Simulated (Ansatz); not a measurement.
Start of a relaxation of Ta₂F:

```cif
data_structure
_symmetry_space_group_name_H-M 'C2'
_symmetry_Int_Tables_number 5
_cell_length_a 6.3987
_cell_length_b 3.4583
_cell_length_c 4.1818
_cell_angle_alpha 90.000
_cell_angle_beta 91.588
_cell_angle_gamma 90.000
_cell_volume 92.50
loop_
_atom_site_label
_atom_site_type_symbol
_atom_site_symmetry_multiplicity
_atom_site_Wyckoff_symbol
_atom_site_fract_x
_atom_site_fract_y
_atom_site_fract_z
_atom_site_occupancy
Ta1 Ta 4 c 0.89097 0.87689 0.84024 1
F1 F 2 b 0.00000 0.24622 0.50000 1
```

Method: DFT PBE, scalar-relativistic, plane waves, PAW in Ansatz. Cutoff 420 eV, Gaussian smearing, Γ-centred meshes. Cell and atoms relax first on a coarse mesh and then on a finer one. In between, the cell is made exact in the group found at 0.06 Å. In metals the finer mesh still leaves noise of several meV/atom or more. The steps can't lower the symmetry of their start. No spin polarisation in the relaxation; trial moments died out in a coarse test.

A guess keeps its type if space group and coordination stay and the shape of the cell changes little (axis ratios within about 15 %, angles within 6°); the volume may change.

Task: Does this structure survive the relaxation?

Result: It doesn't keep its type. The symmetry goes from C2 (No. 5) to C2/m (No. 12). The volume per atom grows by 7.8 %, from 15.4 to 16.6 Å³. The shortest distance goes from 1.90 Å (Ta–Ta) to 2.40 Å (Ta–F). Counting neighbours within 15 % of an atom's shortest distance, the start has F 2, Ta 2 and the end F 4, Ta 3. In detail, at the end Ta is surrounded by 2 F at 2.40 Å, 1 Ta at 2.61 Å, 4 Ta at 2.79–2.80 Å and 4 Ta at 3.33 Å; F is surrounded by 4 Ta at 2.40 Å and 2 F at 2.79 Å.

```cif
data_structure
_symmetry_space_group_name_H-M 'C2/m'
_symmetry_Int_Tables_number 12
_cell_length_a 6.0390
_cell_length_b 2.7921
_cell_length_c 6.1340
_cell_angle_alpha 90.000
_cell_angle_beta 105.324
_cell_angle_gamma 90.000
_cell_volume 99.75
loop_
_atom_site_label
_atom_site_type_symbol
_atom_site_symmetry_multiplicity
_atom_site_Wyckoff_symbol
_atom_site_fract_x
_atom_site_fract_y
_atom_site_fract_z
_atom_site_occupancy
Ta1 Ta 4 i 0.59179 0.00000 0.82962 1
F1 F 2 c 0.00000 0.00000 0.50000 1
```

Energies over the elements count from the elements' standard structures at the same level (F₂ as a molecule), with no fitted energy shifts.

Task: At what energy does it end?

Result: −0.56 eV/atom. It lies below the elements, which doesn't yet make it stable against other compounds or structures.

The last run used an 18×18×8 mesh (in the run's order of axes) for its 3-atom cell and Gaussian smearing of 0.10 eV. Spin–orbit coupling, which can matter for Ta, is left out. An odd number of electrons in the primitive cell allows no gap without spin; a larger cell or a magnetic state could open one. Symmetry constrained the relaxation, so the result can be a saddle point.
